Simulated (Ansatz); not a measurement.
Ge (diamond), relaxed with PBEsol (Ansatz, a first-principles code, plane waves, PAW): a = b = c = 5.675 Å, α = β = γ = 90.00°.

| Property | Value |
|---|---|
| gap (eV) | none |
| B₀ by P(V) fit (GPa) | 67.1 |
| K_Hill (GPa) | 67.2 |
| G_Hill (GPa) | 47.4 |
| highest Γ mode, no LO–TO term (cm⁻¹) | 282 |
| Θ_D (K) | 348 |

Problem. The same phase is relaxed and computed with r²SCAN in the same code. What are the cell and these values now?

Solution. a = b = c = 5.672 Å, α = β = γ = 90.00°.

gap (eV): 0.37
B₀ by P(V) fit (GPa): 71.0
K_Hill (GPa): 72.0
G_Hill (GPa): 55.8
highest Γ mode, no LO–TO term (cm⁻¹): 298
Θ_D (K): 376

All cells were relaxed under the symmetry of their starts (and spin orders); stability against distortions was not tested throughout. Spin–orbit coupling is left out wherever it is not named.

Potentials: the earlier of the program's two PAW sets.

Ansatz is a plane-wave DFT program.
